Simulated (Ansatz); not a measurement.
Starting cell, Se (trigonal-Se type, space group P3_121):

```
Se
1.0
    4.03942     0.00000     0.00000
   -2.01971     3.49824     0.00000
    0.00000     0.00000     5.12067
Se
3
Direct
  0.24866   0.24866   0.50000
  0.75134   0.00000   0.83333
  0.00000   0.75134   0.16667
```

In each cell atom 3 (Se, nearest neighbour Se at 2.437 Å; its periodic images, 4.0 Å or more away, move with it) moves by s·(0.577, 0.577, 0.577) (along Cartesian [111]), the rest being held.

Level of theory: PBEsol (plane waves to 420 eV, PAW, scalar-relativistic; Ansatz, a program for electronic structure). k mesh 8×8×5 (Γ-centred), Fermi-Dirac smearing 0.05 eV. E stands for the smeared free energy. Compression counts positive. As the smearing reaches across the gap at some points, energies and forces of such displacements shift with the k mesh and the smearing. F∥ is the force on the atom along that direction. F⊥ is the part of the force across the line. Se was relaxed with its symmetry unable to fall. ΔE is measured from the undisplaced structure.

| s (Å) | ΔE (meV/cell) | P (GPa) | F∥ (eV/Å) | |F⊥| (eV/Å) |
|---|---|---|---|---|
| -0.490 | 526 | 2.6 | 1.891 | 1.732 |
| -0.392 | 354 | 1.5 | 1.612 | 1.203 |
| -0.294 | 211 | 0.7 | 1.310 | 0.769 |
| -0.196 | 99 | 0.1 | 0.958 | 0.441 |
| -0.098 | 26 | -0.1 | 0.518 | 0.200 |
| 0.000 | 0 | 0.0 | 0.000 | 0.001 |
| 0.098 | 29 | 0.6 | -0.611 | 0.235 |
| 0.196 | 124 | 1.6 | -1.343 | 0.597 |
| 0.294 | 297 | 3.2 | -2.227 | 1.170 |
| 0.392 | 567 | 5.4 | -3.313 | 2.047 |
| 0.490 | 956 | 8.3 | -4.671 | 3.332 |

What the scan shows:

The energy at s = 0.490 Å is 956 meV/cell and the force along the line at s = -0.490 Å comes out as 1.89 eV/Å. The force constant k = d²E/ds² at s = 0 (finite differences) is 5.73 eV/Å². Symmetry of the curve: not even: the positive side lies higher at ±0.490 Å. Shape of the curve: a single well with its minimum at or next to zero displacement. Harmonic estimate at the end of the scan: ½ks² = 688 meV/cell against the computed 956 meV/cell, so the well is stiffer than harmonic there.

(For displaced atoms, the force is minus the slope of the energy, and its curvature is a force constant, which sets phonon frequencies.)
